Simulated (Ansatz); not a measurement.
**Property card for SiC**

SiC:
```
CELL_PARAMETERS angstrom
      3.07895     0.00000     0.00000
     -1.53948     2.66645     0.00000
      0.00000     0.00000    20.13707
ATOMIC_POSITIONS crystal
  Si 0.33333 0.66667 0.25011
  Si 0.66667 0.33333 0.75011
  C  0.33333 0.66667 0.96892
  C  0.66667 0.33333 0.46892
  C  0.00000 0.00000 0.09386
  C  0.00000 0.00000 0.59386
  C  0.33333 0.66667 0.34412
  C  0.66667 0.33333 0.84412
  C  0.33333 0.66667 0.71872
  C  0.66667 0.33333 0.21872
  Si 0.33333 0.66667 0.62499
  Si 0.66667 0.33333 0.12499
  Si 0.00000 0.00000 0.00009
  Si 0.00000 0.00000 0.50009
  Si 0.33333 0.66667 0.87519
  Si 0.66667 0.33333 0.37519
```

Space group P6_3mc (No. 186); conventional cell a = 3.079 Å, b = 3.079 Å, c = 20.137 Å, α = 90.00°, β = 90.00°, γ = 120.00°.

Method: r²SCAN in the plane-wave PAW code Ansatz. Structure relaxed to zero pressure with the same functional. Other levels are named where they apply.

Cell and energy:

```yaml
volume_per_atom: 10.33 Å³
density: 3.22 g/cm³
Formation energy from the elements (no fitted shifts): -0.30 eV/atom
```

Electronic structure:

```yaml
band_gap: 2.13 eV (indirect)
valence_band_maximum: at Γ
conduction_band_minimum: at M (3 equivalent valleys)
smallest_direct_gap_on_the_standard_path: 3.27 eV
electron_effective_mass: 0.23, 0.51, 0.55 mₑ (principal values)
Hole effective mass, band 1 of 2 at the edge: 0.29 along x, 1.6 along z (mₑ)
Hole effective mass, band 2 of 2 at the edge: 3.7 along x, 1.6 along z (mₑ)
HSE06 gap on the r²SCAN cell: 2.65 eV
```

Mechanics:

```yaml
Bulk modulus (Birch–Murnaghan fit): 2270 kbar
Pressure derivative B′: 3.9
Elastic constants (relaxed ions, GPa): C11 = 522, C12 = 111, C13 = 52.0, C33 = 575, C44 = 176
mechanical_stability: stable (all eigenvalues of C positive)
hill_bulk_and_shear_moduli: 228 and 203 GPa
Young's modulus: 469 GPa
Poisson's ratio: 0.16
debye_temperature_from_the_elastic_constants: 1190 K
Piezoelectric stress constants (proper, relaxed ions, C/m²): e15 = e24 = 0.03
```

Dielectric response:

```yaml
Electronic dielectric constant ε∞ (DFPT): 6.54 (xx = yy), 6.70 (zz)
Static dielectric constant ε0 (ions relaxed, cell fixed): 9.79 (xx = yy), 10.1 (zz)
Born charges (a third of the trace): Si +2.66 to +2.76, C -2.74 to -2.71 e
```

Phonons:

```yaml
Highest zone-centre frequency (without LO–TO term): 965 cm⁻¹
zone_centre_stability: no imaginary mode at Γ
```

Charges:

```yaml
bader_charges: Si +2.87 to +2.88, C -2.88 to -2.87 e
```

The workflow started from an entry of the Crystallography Open Database (COD). Its sites differ from those of the usual phase in this space group: another stacking or structure type. Symmetry was held in the r²SCAN relaxation. Signs of piezoelectric constants follow the polarity of the cell as given. The references are the lowest solids computed at this level, not always the standard phases.

Potentials: the later of the program's two PAW sets.
